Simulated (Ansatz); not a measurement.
The start is a generated trial cell of MgSe in the 6H structure type. Cell shape, volume and atoms are optimised at zero target pressure with r2SCAN (plane waves to 500 eV, PAW, scalar-relativistic; Ansatz, a first-principles code). The first steps use a 7×7×2 k-mesh.

The start:
```yaml
crystal:
  lattice:
    - [4.20449, 0.00000, 0.00000]
    - [-2.10224, 3.64119, 0.00000]
    - [0.00000, 0.00000, 20.63123]
  atoms:
    - { symbol: Mg, position: [0.00000, 0.00000, 0.00000] }
    - { symbol: Mg, position: [0.00000, 0.00000, 0.50000] }
    - { symbol: Mg, position: [0.66667, 0.33333, 0.83325] }
    - { symbol: Mg, position: [0.33333, 0.66667, 0.33325] }
    - { symbol: Mg, position: [0.66667, 0.33333, 0.16650] }
    - { symbol: Mg, position: [0.33333, 0.66667, 0.66650] }
    - { symbol: Se, position: [0.00000, 0.00000, 0.87460] }
    - { symbol: Se, position: [0.00000, 0.00000, 0.37460] }
    - { symbol: Se, position: [0.66667, 0.33333, 0.70785] }
    - { symbol: Se, position: [0.33333, 0.66667, 0.20785] }
    - { symbol: Se, position: [0.66667, 0.33333, 0.04150] }
    - { symbol: Se, position: [0.33333, 0.66667, 0.54150] }
```

**Question.** What is the largest force in the starting geometry, and on which atom (counted from 1)?

**Answer.** 0.06 eV/Å, on Mg1, Mg2 (atoms numbered as listed).

**Question.** How much energy is released per atom?

**Answer.** Under 1 meV/atom.

**Question.** Give the final cell and atomic positions.

**Answer.** 
```cif
data_Mg6Se6
_chemical_formula_sum 'Mg6 Se6'
_space_group_name_H-M_alt 'P63mc'
_space_group_IT_number 186
_space_group_name_Hall 'P 6c -2c'
_cell_length_a 4.21050
_cell_length_b 4.21050
_cell_length_c 20.55050
_cell_angle_alpha 90.000
_cell_angle_beta 90.000
_cell_angle_gamma 120.000
loop_
_atom_site_label
_atom_site_type_symbol
_atom_site_symmetry_multiplicity
_atom_site_Wyckoff_symbol
_atom_site_fract_x
_atom_site_fract_y
_atom_site_fract_z
_atom_site_occupancy
Mg1 Mg 2 a 0.00000 0.00000 0.49969 1
Mg2 Mg 2 b 0.33333 0.66667 0.33357 1
Mg3 Mg 2 b 0.33333 0.66667 0.66668 1
Se1 Se 2 a 0.00000 0.00000 0.37444 1
Se2 Se 2 b 0.33333 0.66667 0.20808 1
Se3 Se 2 b 0.66667 0.33333 0.04123 1
```

The space group stays P6₃mc (No. 186) (the run could not lower it); the end is AFLOW prototype AB_hP12_186_a2b_a2b (B6, as in SiC), with 12 atoms in the primitive cell. No spin polarisation in the result.

The run could not lose the symmetry of its start.

The first start was generated by placing the elements on the sites of a structure type. Materials Project lists a structure of MgSe in the same space group, P6₃mc (No. 186); the sites were not compared with it, nor with measured phases. Known forms of MgSe include space group No. 225.
